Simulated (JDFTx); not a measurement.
- surface: TiB2(0001), B outermost, slab composition Ti2B6
- bulk: TiB2, P6/mmm, lattice of mp-1145 (not re-optimised)
- slab: 8 atoms in 5 planes, 1x1, 6.3 Å between the outermost planes
- in-plane cell: 3.026 × 3.026 Å, 7.93 Å²
- cell height: 22.5 Å
- sampling: 8×8×1 k mesh, Fermi smearing 0.01 Ha, no spin polarisation

Whether this polymorph is the ambient one wasn't checked. Neither spin polarisation nor a larger cell was tried.

Method: PBE, GBRV ultrasoft potentials, plane waves to 20/100 Ha, in JDFTx (a modified build). Liquid: CANDLE, water, 1 M KCl. Between zero charge and 0.48 V from it the run gives σ = 5.3 μC/cm², a mean capacitance of 11.0 μF/cm². The liquid has ε = 78.4, a 1:1 salt at 1 M with linear (Debye) response, and T = 298 K.

A calculation by hand: the Debye length, the diffuse-layer capacitance, and the inner capacitance that is left when the two stand in series.

Each ion has density c = 1 × 6.022×10⁻⁴ = 6.022e-04 Å⁻³. λ² = ε kT / (8π (e²/4πε₀) c) with kT = 0.02568 eV and e²/4πε₀ = 14.40 eV Å gives λ = 3.04 Å; the log prints 3.04 Å. C_diffuse = ε₀ε/λ = 228 μF/cm². Then 1/C_inner = 1/11.0 − 1/228, so C_inner = 11.6 μF/cm², which equals a vacuum gap of ε₀/C_inner = 0.76 Å. The diffuse layer takes 5 % of the potential drop; the rest lies between the electrode's charge and the onset of the dielectric, with the electrode's own (quantum) capacitance in it. The split is a model: in the calculation solvent and ions share one smooth cavity.
